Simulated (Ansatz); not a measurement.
Starting cell, CsPbCl3 (cubic perovskite):

```
CELL_PARAMETERS angstrom
      5.67354     0.00000     0.00000
      0.00000     5.67354     0.00000
      0.00000     0.00000     5.67354
ATOMIC_POSITIONS crystal
  Cs 0.00000 0.00000 0.00000
  Pb 0.50000 0.50000 0.50000
  Cl 0.00000 0.50000 0.50000
  Cl 0.50000 0.50000 0.00000
  Cl 0.50000 0.00000 0.50000
```

In this cell atom 4 (Cl, nearest neighbour Pb at 2.837 Å; its periodic images, 5.7 Å or more away, move with it) is moved by u·(1.000, 0.000, 0.000) + v·(0.000, 1.000, 0.000); the rest is frozen.

The numbers are results of r2SCAN (plane waves to 500 eV, PAW, scalar-relativistic; Ansatz, a first-principles code), not measurements. k mesh 5×5×5 (Γ-centred), Fermi-Dirac smearing 0.05 eV. Energies are smeared free energies. CsPbCl3 was relaxed with its symmetry unable to fall. Spin-orbit coupling is left out, though Pb is heavy. The PAW data are Ansatz's earlier set. This is a high-temperature form of CsPbCl3.

Changes of ΔE (meV/cell) from the point u = 0.000 Å, v = 0.000 Å when one coordinate moves alone (two changes are said to add if the coupling is within 5 % of the smaller one, nearly so within 20 %):

```json
[
 {"point": "u = 0.000 Å, v = -0.940 Å", "change": "219.9"},
 {"point": "u = 0.000 Å, v = -0.627 Å", "change": "68.6"},
 {"point": "u = 0.000 Å, v = -0.313 Å", "change": "12.1"},
 {"point": "u = -0.940 Å, v = 0.000 Å", "change": "219.9"},
 {"point": "u = -0.627 Å, v = 0.000 Å", "change": "68.6"},
 {"point": "u = -0.313 Å, v = 0.000 Å", "change": "12.1"},
 {"point": "u = 0.313 Å, v = 0.000 Å", "change": "12.1"},
 {"point": "u = 0.627 Å, v = 0.000 Å", "change": "68.6"},
 {"point": "u = 0.940 Å, v = 0.000 Å", "change": "219.9"},
 {"point": "u = 0.000 Å, v = 0.313 Å", "change": "12.1"},
 {"point": "u = 0.000 Å, v = 0.627 Å", "change": "68.6"},
 {"point": "u = 0.000 Å, v = 0.940 Å", "change": "219.9"}
]
```

Q: Do the two effects add at u = 0.313 Å, v = -0.627 Å? Give the computed change.

A: The sum of the single changes is 12.1 + (68.6) = 80.7; the calculation gives 105.7, so the coupling contributes 25.0 (over 20 % of the smaller single change, not additive).

Q: Do the two effects add at u = 0.627 Å, v = -0.627 Å? Give the computed change.

A: The sum of the single changes is 68.6 + (68.6) = 137.2; the calculation gives 245.3, so the coupling contributes 108.1 (over 20 % of the smaller single change, not additive).

(A displaced cell: forces are minus the slopes of the energy, force constants its curvatures, and phonons follow from these.)
